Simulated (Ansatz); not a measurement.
**BaTiO3 (Pm-3m), clamped-ion strain scan**

Level of theory: DFT r2SCAN, scalar-relativistic, plane waves, PAW (Ansatz 0.2.0). Settings: plane waves to 500 eV, k-mesh 8×8×8 (Γ-centred), Gaussian smearing 0.05 eV. Spin–orbit coupling is left out, which matters for the heavy elements here. No spin polarisation. Energies are free energies at this smearing, counted from the undisturbed cell; pressure is positive in compression.

The starting cell (relaxed at this level; it needn't be the usual structure):

```xyz
5
Lattice="3.9940 0.0000 0.0000 0.0000 3.9940 0.0000 0.0000 0.0000 3.9941" Properties=species:S:1:pos:R:3 pbc="T T T"
Ba    0.0000    0.0000    0.0000
Ti    1.9970    1.9970    1.9971
O     1.9970    1.9970    0.0000
O     1.9970    0.0000    1.9971
O     0.0000    1.9970    1.9971
```

The cell is strained by ε times the Voigt pattern (1, -1, 0, 0, 0, 0) (xx, yy, zz, yz, xz, xy; engineering shear) with fractional coordinates fixed.

```
      ε  ΔE (meV/atom) stress summed along the pattern (GPa, tension positive) pressure (GPa) gap on the mesh (eV)
-0.1500          475.3                                                   -89.91            23.2                  1.64
-0.0750              ?                                                   -33.93               ?                  1.90
 0.0000            0.0                                                     0.00             0.0                  2.17
 0.0375           23.0                                                    15.57             1.3                  2.02
 0.0937          158.0                                                    44.96               ?                     ?
 0.1125          238.9                                                    57.77            12.5                  1.78
 0.1312          342.7                                                    72.58            17.4                  1.71
```

By symmetry 0.1500 repeats -0.1500, -0.1125 repeats 0.1125, 0.0750 repeats -0.0750, -0.0375 repeats 0.0375 in energy; the slope of the energy along the path changes sign there.

**Question.** Give the withheld values.

**Answer.** ΔE (meV/atom) at ε = -0.0750: 97.2; pressure (GPa) at ε = -0.0750: 5.4; pressure (GPa) at ε = 0.0937: 8.5; gap on the mesh (eV) at ε = 0.0937: 1.85.

Symmetry holds off the tilts and polar distortions that many cubic perovskites undergo.

Cost: 7 runs of about 2.1 core-minutes in all, on Intel Xeon 6975P-C (Granite Rapids) (shared hosts).